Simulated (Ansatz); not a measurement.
SiC (4H type, space group P6_3mc)

```yaml
crystal:
  lattice:
    - [3.07776, 0.00000, 0.00000]
    - [-1.53888, 2.66542, 0.00000]
    - [0.00000, 0.00000, 10.07734]
  atoms:
    - { symbol: Si, position: [0.00000, 0.00000, 0.00030] }
    - { symbol: Si, position: [0.00000, 0.00000, 0.50030] }
    - { symbol: Si, position: [0.66667, 0.33333, 0.75024] }
    - { symbol: Si, position: [0.33333, 0.66667, 0.25024] }
    - { symbol: C, position: [0.00000, 0.00000, 0.81287] }
    - { symbol: C, position: [0.00000, 0.00000, 0.31287] }
    - { symbol: C, position: [0.66667, 0.33333, 0.56221] }
    - { symbol: C, position: [0.33333, 0.66667, 0.06221] }
```

The slice is a (1 -1 0 0) plane (indices of the conventional cell) through the point (0.667, 0.333, 0.562) (fractional), spanned by u = [110] and v = [001] in vectors of this cell: u (3.08 Å) and v (10.08 Å, at 90° to u). It covers one period; positions are fractions (u, v).

Computed with r2SCAN (plane waves to 500 eV, PAW, scalar-relativistic; Ansatz, a quantum-chemistry and plane-wave program). k mesh 12×12×4. These are valence fields of a PAW run, semicore shells included where kept as valence: close to a nucleus they are smooth pseudo fields. SiC was relaxed with its symmetry unable to fall. The PAW data are Ansatz's earlier set.

Task: Around which element is the density of the highest valence band (whole band, smooth part) largest on this plane?

Result: C. Mean over a disc round each atom, of radius 0.45 times the shortest bond: C 0.085, Si 0.015 e/Å³.

Task: Sketch the electrostatic potential energy of an electron, from the cell's mean on this plane as a map.

Result: 
```
|xxxxxx..      ..xxxx|
|xxxx::          ::xx|
|++**++::      ::++**|
|@@%%##++..  ..++##%%|
|@@@@%%##**++**##%%@@|
|@@@@@@%%******%%@@@@|
|@@@@%%**==--==**%%@@|
|@@%%##==      ==##%%|
|%%##**::      ::**##|
|####++          ++##|
|####++..      ..++##|
|%%##**==::..::==**##|
|%%%%%%##**++**##%%%%|
|@@@@%%%%##**##%%%%@@|
|@@@@%%**==--==**%%@@|
|@@%%##==      ==##%%|
|%%##**::      ::**##|
|####++          ++##|
|##**++..      ..++**|
|####**==::..::==**##|
|**######******######|
|--==**##########**==|
|    ::++**++**++::  |
|xxxx  ..======..  xx|
|xxxxxx  --==--  xxxx|
|xxxxxx  ==**==  xxxx|
|xxxxxx  ++##++  xxxx|
|xxxx  ..**##**..  xx|
|    ::**##%%##**::  |
|xxxx--##%%%%%%##--xx|
|xxxxxx++**++**++xxxx|
|xxxxxx::::..::::xxxx|
```
Scale: ten equal steps from 2.00 (start of ' ') to 10.56 (end of '@'), in the order ' .:-=+*#%@'. Values: electrostatic potential energy of an electron, from the cell's mean, in eV. The map has 10 points along u (two characters each, u = 0 at the left) and 32 along v (v = 0 in the bottom row). Points within 0.8 Å of a nucleus are blanked (x), as the pseudised field means little there. Values under 2 eV are set to 2. The zero, the cell's mean, hangs on the PAW cores.
